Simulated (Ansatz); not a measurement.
Method: DFT PBE, scalar-relativistic, plane waves, PAW in Ansatz 0.2.0. All cells share a 420 eV cutoff and Γ-centred k meshes spaced at most about 0.3 Å⁻¹ (about 0.25 or finer for metals, 2π included). No spin polarisation in the final relaxations.

These are static total energies at zero pressure.

Two relaxed structures of SnP₅:

A.

```
Sn P
1.0
     0.00000    3.90080    3.90080
     3.90080    0.00000    3.90080
     3.90080    3.90080    0.00000
Sn P
1 5
Direct
  0.00000 0.00000 0.00000
  0.60287 0.60287 0.19139
  0.25000 0.25000 0.25000
  0.60287 0.60287 0.60287
  0.19139 0.60287 0.60287
  0.60287 0.19139 0.60287
```

B.

```
Sn P
1.0
     4.88748    0.00000    0.00000
    -2.44374    4.23268    0.00000
     0.00000    0.00000    7.85405
Sn P
1 5
Direct
  0.00000 0.00000 0.50000
  0.50000 0.00000 0.00000
  0.00000 0.50000 0.00000
  0.50000 0.50000 0.00000
  0.00000 0.00000 0.14253
  0.00000 0.00000 0.85747
```

**Question.** Which is lower in energy, and by how much?

**Answer.** A is lower, by 240 meV/atom. A has space group F-43m (No. 216), 19.8 Å³/atom and no gap on its mesh; B has space group P6/mmm (No. 191), 27.1 Å³/atom and no gap. Counting P atoms around Sn (those within 1.25 times the shortest such distance or 1.15 times the sum of covalent radii, 1.27 where that leaves under three; the shortest distance is added where it exceeds 1.18 times the sum of covalent radii), A has Sn 16 from 3.3 Å and B has Sn 2. A holds P–P units of three or more atoms (shortest 2.27 Å); B holds P–P nets (shortest 2.24 Å). The denser one is the lower, and pressure would at first widen the difference. Even the lower one lies +0.61 eV/atom against the reference forms of the elements (uncorrected), so neither is stable at this level. Both come from invented guesses. A third cell relaxed alike, in P6/mmm, lies 188 meV/atom below the lower of the two.

In F-43m, P6/mmm an odd number of electrons in the primitive cell allows no gap without spin; a larger cell or a magnetic state could open one. A magnetic state wasn't ruled out in cells without spin, among them F-43m, P6/mmm. Cells relaxed within their symmetry can be saddle points.
